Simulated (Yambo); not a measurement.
**How GW settings move the gap: TiO2**

G0W0@PBEsol for TiO2 (space group P1, No. 1, within 0.06 Å of C2/m) in Yambo. Reference settings: 4×4×2 Γ-centred k mesh, bands 4 to 161 and a 7 Ry block in the screening, 161 bands in G with the Bruneval-Gonze terminator, plasmon pole fitted at 27.2 eV. The PBEsol gap Γ → Γ on this mesh is 2.32 eV; G0W0 gaps are taken between the same points.

```
change from the reference      G0W0 gap Γ → Γ (eV)  shift of the valence edge (eV)        rough Yambo cost
-----------------------------  -------------------  ------------------------------  ----------------------
reference settings                            3.86                           -0.15                       1
73 bands in W, 73 bands in G                  3.88                            0.03               about 1/3
1 Ry block                                    6.22                           -0.88  within a factor of two
3 Ry block                                    4.31                           -0.19  within a factor of two
no random integration                         3.85                           -0.07                       –
111 bands in G, no terminator                 4.01                            0.23                       –
```

The reference isn't shown to be the converged limit. Costs are rough (shared machines), scaled to the same edge states, and given only for runs that recompute the screening. The mesh misses a band edge: along a dense path the PBEsol gap is 2.26 eV against 2.32 eV on the mesh.

Geometry of the Materials Project entry, not relaxed at this level; primitive cell a = 2.9683 Å, b = 4.7076 Å, c = 7.2412 Å, α = 88.08°, β = 78.18°, γ = 90.00°.

This is not the ordinary phase of the substance; no match was found in the copy of COD used, and its stability was not checked.

A shift is the quasiparticle energy of the state minus its PBEsol energy.
